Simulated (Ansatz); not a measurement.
The cell below belongs to a search over invented structures; it isn't taken from experiment.

Input and command of a plane-wave DFT calculation in Ansatz:

```yaml
crystal:
  lattice:
    - [4.0940382043, -0.0087322076, 0.006961931]
    - [-0.0151247257, 7.1624346747, -0.0532975488]
    - [0.0170629188, -0.0754171651, 10.3203760495]
  atoms:
    - { symbol: Ga, position: [-0.0156750707, 0.004598167, 0.0192952636] }
    - { symbol: Ga, position: [0.509675323, 0.5098671956, 0.0167098112] }
    - { symbol: Ga, position: [0.5163987337, 0.1611088231, 0.3289210117] }
    - { symbol: Ga, position: [0.024600807, 0.6660327721, 0.3250646949] }
    - { symbol: Ga, position: [-0.0044404891, 0.3211010919, 0.6619953827] }
    - { symbol: Ga, position: [0.5186059356, 0.8387310167, 0.6440651368] }
    - { symbol: Sb, position: [-0.0214776998, 0.3087730577, 0.9221520938] }
    - { symbol: Sb, position: [0.4950868422, 0.8305044279, 0.912668078] }
    - { symbol: As, position: [-0.0048234172, 0.0136227958, 0.2549535004] }
    - { symbol: As, position: [0.4808437969, 0.4863350574, 0.2616242183] }
    - { symbol: As, position: [0.5087501036, 0.1722951377, 0.5820582125] }
    - { symbol: As, position: [-0.0075448652, 0.687030457, 0.5704925962] }
basis:
  ecutwfc: 420
kpoints:
  mp_grid: { grid: [6, 4, 2] }
hamiltonian:
  xc: pbe
scf:
  occupations: { method: gaussian, width: 0.2 }
  lower_state_search: "off"
output:
  forces: true
  stress: true
  eigenvalues: true
relax:
  adjacent_minimum: "off"
  f_tol: 0.025
  max_steps: 60
  cell: { stress_tol: 0.25 }
```

```bash
ansatz run input.yaml --threads 4 --pin off --max-ram 8192MiB --backend cpu --events-out ev --progress --plain --runs-dir out
```

Processor: Intel(R) Xeon(R) Platinum 8375C CPU @ 2.90GHz (Ice Lake), 4 threads, on a host shared with other jobs.

Task: Estimate time, memory and problem size.

Result: About 76 s, peak memory 1.5 GiB. It solves 101 bands at 28 k points (after reduction by symmetry) with about 5993 plane waves (on the last cell), in 37 SCF iterations over 5 ionic steps.
